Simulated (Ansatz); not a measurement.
Starting cell, KTaO₃ (cubic perovskite):

```
CELL_PARAMETERS angstrom
      4.02318     0.00000     0.00000
      0.00000     4.02318     0.00000
      0.00000     0.00000     4.02318
ATOMIC_POSITIONS crystal
  K  0.00000 0.00000 0.00000
  Ta 0.50000 0.50000 0.50000
  O  0.00000 0.50000 0.50000
  O  0.50000 0.50000 0.00000
  O  0.50000 0.00000 0.50000
```

Two-dimensional scan of atom 1 (K, nearest neighbour O at 2.845 Å; its periodic images, 4.0 Å or more away, move with it): u runs along (1.000, 0.000, 0.000), v along (0.000, 1.000, 0.000) (Cartesian). Cell and other atoms are fixed.

The numbers are results of PBE (plane waves to 420 eV, PAW, scalar-relativistic; Ansatz, an electronic-structure program), not measurements. k mesh 7×7×7 (Γ-centred), Fermi-Dirac smearing 0.05 eV. Stress and pressure are positive under compression. KTaO3 is run without spin polarisation. KTaO3 was relaxed with its symmetry unable to fall. Spin-orbit coupling is left out, though Ta is heavy. The PAW data are Ansatz's earlier set. 

Q: Give the computed P (GPa) at all points of the grid u = -0.430, -0.215, 0.000, 0.215, 0.430 by v = -0.430, -0.215, 0.000, 0.215, 0.430.

A: P (GPa), with u across and v down:

```tsv
v \ u	-0.430	-0.215	0.000	0.215	0.430
-0.430	6.18	3.54	2.68	3.54	6.18
-0.215	3.54	1.37	0.66	1.37	3.54
0.000	2.68	0.66	0.00	0.66	2.68
0.215	3.54	1.37	0.66	1.37	3.54
0.430	6.18	3.54	2.68	3.54	6.18
```

(For displaced atoms, the force is minus the slope of the energy, and its curvature is a force constant, which sets phonon frequencies.)
